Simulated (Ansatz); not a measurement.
A geometry of Cd(HO)$_{2}$ away from equilibrium: step 2 of the relaxation of a relaxed Cd(HO)2 cell with every coordinate shifted by Gaussian noise of σ = 0.3 Å. Level of theory: r2SCAN (plane waves to 500 eV, PAW, scalar-relativistic; Ansatz, an electronic-structure program). Γ-centred k-mesh 8×8×5 on the run's cell (coarser than for final values), Fermi–Dirac smearing 0.05 eV. The plane waves were selected for a different cell earlier on the path.

```
Cd(HO)2
1.0
    3.50073     0.00256     0.04415
   -1.74815     3.03705    -0.01015
    0.05846     0.01823     4.48188
Cd H O
1 2 2
Direct
  0.02008   0.99676   0.98084
  0.75376   0.36478   0.52669
  0.36289   0.68714   0.47626
  0.69744   0.34938   0.75447
  0.28994   0.62509   0.25679
```

Problem. What forces act on the atoms (eV/Å)?

Solution. 
```json
[
 {"atom": "Cd1", "Fx": "-0.19", "Fy": "0.03", "Fz": "0.61"},
 {"atom": "H2", "Fx": "-0.39", "Fy": "-0.03", "Fz": "2.28"},
 {"atom": "H3", "Fx": "-0.24", "Fy": "-0.48", "Fz": "-2.23"},
 {"atom": "O4", "Fx": "0.38", "Fy": "-0.23", "Fz": "-2.35"},
 {"atom": "O5", "Fx": "0.43", "Fy": "0.71", "Fz": "1.69"}
]
```

The path ends in P-3m1 (No. 164). No spin polarisation in the result.

The cell that was disturbed is our relaxation of an entry of Materials Project.
